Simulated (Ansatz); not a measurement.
Input file for Ansatz (an electronic-structure program):

Ansatz 0.2 input:
```yaml
crystal:
  lattice:
    - [4.5357346757, 0.0, 0.0]
    - [0.0, 4.5357346757, 0.0]
    - [0.0, 0.0, 2.8030406987]
  atoms:
    - { symbol: V, position: [0.0, 0.0, 0.0], spin: 1.08 }
    - { symbol: V, position: [0.5, 0.5, 0.5], spin: 1.08 }
    - { symbol: O, position: [0.2990168738, 0.2990168738, 0.0], spin: -0.05 }
    - { symbol: O, position: [0.7990168738, 0.2009831262, 0.5], spin: -0.05 }
    - { symbol: O, position: [0.2009831262, 0.7990168738, 0.5], spin: -0.05 }
    - { symbol: O, position: [0.7009831262, 0.7009831262, 0.0], spin: -0.05 }
kpoints:
  mp_grid: { grid: [9, 9, 15] }
basis: { xc_grid: 2 }
hamiltonian:
  xc: pbesol
  pseudopotentials: { kind: paw }
magnetization: { spin_polarized: true }
scf:
  occupations: { method: gaussian, width: 0.05 }
checkpoint: { read: metal.run }
output: { bader: true, populations: true }
```

Output (shortened):

```
Pseudopotential: V, paw, valence charge 13
Pseudopotential: O, paw, valence charge 6
Functional definition: PBEsol
Crystal: 6 atoms, lattice volume = 57.667 Å³
Basis set: ecut = 420 eV, 1113 PW (Γ), exchange–correlation on 64×64×40 points (8 copies of the dense FFT grid, shifted against one another)
Bands: 33, of which v1, the nominal top of the filled ones, is band 25 counted from 1 (24 counted from 0)
Symmetry: 16 space group operations
Space group: P42/mnm (ITA 136), of the structure as read, at distance tolerance 3.9e-5 Å
k-points: 120 of 1215
Stability of the state it starts from, as read at its close in the collinear treatment …
Starting moments: Σ|m| = 2.36 μB on 6 of 6 sites; this step starts from the density that it was given
iter 1 solved again at ethr=5.26e-8 eV; its pass at ethr=3.10e-3 eV (dr2=2.63e-5 eV) is discarded
SCF iter   1: F=—  HF=-8018.320141 eV  |F-HF|=—  |Δ(HF+E_count)|=         —  Δρ=4.50e-7 (↑3.84e-7 ↓4.50e-7)  dr2=3.04e-10  dr2_m=1.43e-12  M=1.988 μB ∫|m|=2.329 μB  β_m=0.30  ethr=5.26e-8  ⟨swp⟩=3.7  Hψ=50218  notcnv=0
preconditioner: auto → Kerker (q_TF=auto, 2.664 Å⁻¹)
spin=Collinear: Kerker preconditioning applied to the charge; magnetization (m = ρ↑ − ρ↓) channel mixes plain (no charge-response kernel on spin).
SCF iter   2: F=-8018.320141 eV  HF=-8018.320141 eV  |F-HF|=1.95e-10  |Δ(HF+E_count)|=   9.34e-8  Δρ=3.38e-7 (↑3.38e-7 ↓3.21e-7)  dr2=2.13e-10  dr2_m=2.10e-13  M=1.988 μB ∫|m|=2.329 μB  ethr=1.00e-12  ⟨swp⟩=5.7  Hψ=26370  notcnv=0
SCF 1 converged in 2 iterations: F = -8018.320141 eV  dr2 = 2.13e-10
SCF converged after 2 iterations
Magnetization: 1.9881 μB (25.9941 up, 24.0059 down)
Absolute magnetization: 2.3298 μB (∫|ρ↑−ρ↓|, with the PAW one-centre terms)
Spin contamination: 0.0316 ħ² per cell (⟨S²⟩ above its minimum at these occupations)
Per-site moments (μB) at R_I (Å): [(0.799431326378359, 0.7855185825685034), (0.7994313263783593, 0.7855185825685032), (-0.03636237977914814, 0.7855185825685032), (-0.03636237977914794, 0.7855185825685034), (-0.03636237977914797, 0.7855185825685034), …
Free energy (F): -8018.320141 eV
Harris-Foulkes:  -8018.320141 eV  (|F-HF|=1.95e-10)
Internal energy: -8018.315971 eV  (E = F + TS)
E sigma→0 (E₀):  -8018.318056 eV
Entropy (-TS):   -0.004170 eV (-0.695 meV/atom)
Fermi energy:    11.355943 eV
--- Per-component energies (eV) ---
  E_band       = -430.752205
  E_kinetic    = 1369.791247
  E_local      = -3520.660602  (includes V_loc(G=0)·N_el)
  E_nonlocal   = 96.452668
  E_hartree    = 1426.989086
  E_xc         = -549.906098
  E_vxc        = -703.163139  (∫ρ·V_xc dr)
  E_paw        = -2776.191751  (= ΣΔE_a)
  E_vpaw       = -527.161008  (= ΣTr[D̂ρ^β])
  E_aug_tail   = 0.010327  (compensation charges beyond the density's cutoff)
  E_ewald      = -4065.241358
  E_core_change = 0.440510  (= ΣΔE_core)
  E_smearing   = -0.004170  (= −TS)
  E_closure    =  0.000000  (closes the sum)
  Σ components = -8018.320141   (vs F -8018.320141, Δ=0.00e0)
  [band-id]    e_kinetic+e_local+e_nonlocal+2·e_hartree+e_vxc+e_vpaw+e_augmentation_tail = -430.752336   (vs E_band -430.752205, Δ=-1.31e-4)
--- Band table (eV; the first three rows and the last of 240) ---
  k-point 0 ↑: bands = ["-54.4591", "-54.4485", "-28.4241", "-28.4241", "-28.3249", "-28.3249", "-28.3211", "-28.2987", "-8.8749", "-7.3484", "-6.8038", "-6.8038", "3.2708", "3.8735", "4.1945", "5.7753", "5.7753", "6.7210", "6.7210", "7.8032", "9.2083", …
  k-point 1 ↑: bands = ["-54.4572", "-54.4469", "-28.4206", "-28.4206", "-28.3386", "-28.3234", "-28.3234", "-28.3169", "-8.8239", "-7.3221", "-6.8199", "-6.8199", "3.3437", "3.9271", "4.2524", "5.6330", "5.6330", "6.8915", "6.8915", "7.5994", "8.8833", …
  k-point 2 ↑: bands = ["-54.4519", "-54.4422", "-28.4107", "-28.4107", "-28.3879", "-28.3680", "-28.3191", "-28.3191", "-8.6763", "-7.2496", "-6.8657", "-6.8657", "3.5533", "4.0797", "4.4250", "5.3868", "5.3868", "7.1009", "7.2178", "7.2178", "8.2357", …
  k-point 119 ↓: bands = ["-53.3570", "-53.3569", "-27.7140", "-27.7137", "-27.3061", "-27.3055", "-27.2315", "-27.2315", "-7.3623", "-7.3165", "-7.0688", "-7.0205", "4.4591", "4.6159", "4.6773", "4.8168", "5.8830", "6.0152", "6.5063", "6.5832", "8.2569", …
--- Löwdin populations: 6 sites ---
  site symbol       q [e]    m [muB]
     0      V     11.6808     1.0814
     1      V     11.6808     1.0814
     2      O      6.6175    -0.0478
     3      O      6.6175    -0.0478
     4      O      6.6175    -0.0478
     5      O      6.6175    -0.0478
  spilling = 0.003372 (of n_electrons = 50.000000)
--- Bader charges: 6 sites ---
  site symbol  charge [e]  shift [e]    m [muB]
     0      V      2.0925     0.0036     0.9824
     1      V      2.0925     0.0036     0.9824
     2      O     -1.0463     0.0018     0.0058
     3      O     -1.0463     0.0018     0.0058
     4      O     -1.0463     0.0018     0.0058
     5      O     -1.0463     0.0018     0.0058
  shift: an alarm, by how much a part of what the PAW files miss would move the charge. Where it is large, compare
  with a run on PAW files of another source; a small one proves nothing
  estimated error of the sums over rays = 4.2e-4 e
```

Cost: about 80 core-seconds (a rough figure) on shared cores.

Space group P4_2/mnm (rutile). This is a known high-temperature phase of the composition, computed here at zero pressure and temperature. Symmetry was held in the PBEsol relaxation; whether a distortion lowers the energy is not shown. The final state is ferromagnetic, chosen from 5 collinear starts compared on coarse meshes (ties went to the first, and starts can fall back to one state), not a proven ground state. No Hubbard U is applied. The compound may be a true metal, but semilocal functionals without U, or a wrong spin order, can also close a gap.

Potentials: the later of the program's two PAW sets.

Ansatz is a plane-wave DFT program.
